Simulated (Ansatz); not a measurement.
## TiSb2: do energies and stresses tell the same story?

Computed with DFT r2SCAN, scalar-relativistic, plane waves, PAW (Ansatz).

Plane waves to 500 eV, a k mesh through Γ of 8×8×8 on the computed 6-atom cell and Gaussian smearing (0.10 eV); no spin polarisation.

Relaxed cell: I4/mcm, a = 6.694 Å, b = 6.694 Å, c = 5.807 Å, α = 90.00°, β = 90.00°, γ = 90.00°, 6 atoms in the primitive cell.

Energies at zero smearing and pressures from the stress tensor, at volumes with shape and atoms relaxed:
```
V (Å³/atom) E − E(first) (meV/atom) P (GPa)
     19.078                     0.00    15.87
     19.729                   -53.95    10.88
     20.379                   -89.26     6.65
     21.030                  -108.75     3.07
     21.680                  -114.85     0.02
     22.330                  -109.55    -2.56
     22.981                   -94.60    -4.74
     23.848                   -62.15    -7.14
```

Q: Check P = −dE/dV between neighbouring volumes, and get the bulk modulus from the pressures alone.

A: With 1 eV/Å³ = 160.2 GPa:
```
middle V (Å³/atom)  −ΔE/ΔV (GPa) mean P (GPa)
            19.404        13.291        13.375
            20.054         8.696         8.767
            20.704         4.803         4.863
            21.355         1.501         1.547
            22.005        -1.304        -1.267
            22.656        -3.683        -3.649
            23.414        -5.996        -5.943
```

The two differ by 0.08 GPa at most. The mean of two end pressures misses the average over a step by about ΔV² P″/12, up to 0.07 GPa here; with that taken off 0.02 GPa remains. Around V = 21.680 Å³/atom, the two neighbours give B = −V ΔP/ΔV = 21.680 × 5.63 / 1.301 = 93.8 GPa, against B0 = 93.1 GPa from the Birch–Murnaghan fit of the energies.

Cost: 9 runs of about 52 core-minutes in all, on Intel Xeon Processor @ 2.50GHz (Skylake/Cascade Lake) (shared hosts).